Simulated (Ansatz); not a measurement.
BAs:
Space group Pm-3m (No. 221); a = b = c = 2.9029 Å, α = β = γ = 90.00°

| atom | site | symmetry | x | y | z |
|---|---|---|---|---|---|
| B | 1a | m-3m | 0.0000 | 0.0000 | 0.0000 |
| As | 1b | m-3m | 0.5000 | 0.5000 | 0.5000 |

Relaxed with PBEsol.

Problem. Which orbitals make up the states near the Fermi level in PBEsol (plane waves, PAW; program Ansatz)?

Solution. Within 0.5 eV of the Fermi level: B 2p 42 %, As 4p 37 %, B 2s 14 %, As 4s 5 %. Projections are on Löwdin-orthogonalised atomic valence shells; empty p or d shells of many metals are not among them.

Problem. Tabulate the density of states.

Solution. States/eV per cell of 2 atoms, in 0.25 eV bins, energy from the Fermi level.

```
E (eV)  total  B 2p  As 4p  B 2s
------  -----  ----  -----  ----
-7.85    0.48  0.08   0.21  0.12
-7.60    0.52  0.09   0.23  0.13
-7.35    0.58  0.11   0.25  0.15
-7.10    0.59  0.11   0.26  0.15
-6.85    0.58  0.12   0.25  0.13
-6.60    0.58  0.13   0.25  0.12
-6.35    0.58  0.13   0.25  0.12
-6.10    0.59  0.14   0.25  0.11
-5.85    0.58  0.14   0.25  0.10
-5.60    0.57  0.14   0.24  0.10
-5.35    0.58  0.15   0.25  0.10
-5.10    0.57  0.15   0.24  0.10
-4.85    0.59  0.16   0.25  0.11
-4.60    0.67  0.19   0.28  0.12
-4.35    0.71  0.21   0.29  0.13
-4.10    0.68  0.20   0.27  0.13
-3.85    0.64  0.19   0.24  0.13
-3.60    0.65  0.19   0.24  0.14
-3.35    0.66  0.20   0.25  0.14
-3.10    0.72  0.22   0.27  0.15
-2.85    0.73  0.23   0.27  0.15
-2.60    0.73  0.22   0.27  0.16
-2.35    0.72  0.22   0.28  0.15
-2.10    0.74  0.23   0.29  0.15
-1.85    0.74  0.25   0.28  0.14
-1.60    0.78  0.27   0.30  0.14
-1.35    0.80  0.29   0.30  0.14
-1.10    0.85  0.32   0.32  0.13
-0.85    0.88  0.34   0.34  0.13
-0.60    0.87  0.35   0.33  0.13
-0.35    0.86  0.35   0.32  0.12
-0.10    0.85  0.35   0.31  0.12
0.15     0.84  0.36   0.31  0.11
0.40     0.84  0.36   0.30  0.11
0.65     0.84  0.37   0.30  0.11
0.90     0.85  0.38   0.29  0.11
1.15     0.82  0.37   0.28  0.10
1.40     0.80  0.37   0.27  0.09
1.65     0.85  0.40   0.28  0.09
1.90     0.88  0.43   0.28  0.09
2.15     0.88  0.44   0.27  0.08
2.40     0.91  0.47   0.27  0.08
2.65     0.93  0.50   0.26  0.07
2.90     0.94  0.50   0.25  0.07
3.15     1.04  0.57   0.26  0.06
3.40     0.93  0.51   0.27  0.04
3.65     0.82  0.44   0.27  0.02
3.90     0.75  0.40   0.27  0.01
4.15     0.75  0.32   0.32  0.04
4.40     0.92  0.34   0.41  0.09
4.65     0.97  0.37   0.42  0.08
```

The start of the workflow was typed in or built on a structure type; neither database checked (COD, Materials Project) lists it. It is not the phase usual at ambient conditions (space group No. 216). The PBEsol relaxation kept the symmetry of its start. At this level the phase is dynamically unstable (imaginary phonons). The volume moved by 26 % from the start of the relaxation. Its formation energy is positive at this level, so the cell may be metastable or incomplete. Spin–orbit coupling is left out wherever it is not named.

Potentials: the later of the program's two PAW sets.
